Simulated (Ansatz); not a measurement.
Method: DFT PBE, scalar-relativistic, plane waves, PAW (Ansatz). Settings: cutoff 420 eV, Γ-centred meshes spaced at most about 0.3 Å⁻¹, and about 0.25 Å⁻¹ or finer for metals (2π included), Gaussian smearing. No spin polarisation in the final relaxations.

Temperature and zero-point effects are left out.

Compare these two cells of Cd₂SnO₃, each relaxed at this level.

A.

```xyz
6
Lattice="2.4471 -5.3905 0.0000 2.4471 5.3905 0.0000 0.0000 0.0000 3.6505" Properties=species:S:1:pos:R:3 pbc="T T T"
Cd    2.4471   -1.6029    1.8253
Cd    2.4471    1.6029    1.8253
Sn    0.0000    0.0000    0.0000
O     2.4471    3.8029    1.8253
O     2.4471   -3.8029    1.8253
O     2.4471    0.0000    0.0000
```

B.

```xyz
6
Lattice="3.7867 0.0000 0.0000 -1.8933 3.2794 0.0000 0.0000 0.0000 8.0720" Properties=species:S:1:pos:R:3 pbc="T T T"
Cd    1.8933    1.0931    2.6460
Cd    1.8933    1.0931    5.4260
Sn    0.0000    0.0000    0.0000
O     0.0000    0.0000    4.0360
O     0.0000    2.1863    0.0000
O     0.0000    2.1863    4.0360
```

Question: Which is lower in energy, and by how much?

Answer: A is lower, by 0.90 eV/atom. A has space group Cmmm (No. 65), 16.1 Å³/atom and no gap on its mesh; B has space group P-6m2 (No. 187), 16.7 Å³/atom and no gap. Counting O atoms around Cd and Sn (those within 1.25 times the shortest such distance or 1.15 times the sum of covalent radii; a plus sign parts nearer from farther groups; the shortest distance is added where it is long for a bond), A has Cd 1+4, Sn 6 from 2.4 Å and B has Cd 6 from 2.6 Å, Sn 3. The denser one is the lower, and pressure would at first widen the difference. Both come from invented guesses. A third cell relaxed alike, in P4mm, lies 145 meV/atom below the lower of the two.

The zero gap of Cmmm may come from the functional, which often closes small gaps. Cells relaxed within their symmetry can be saddle points.
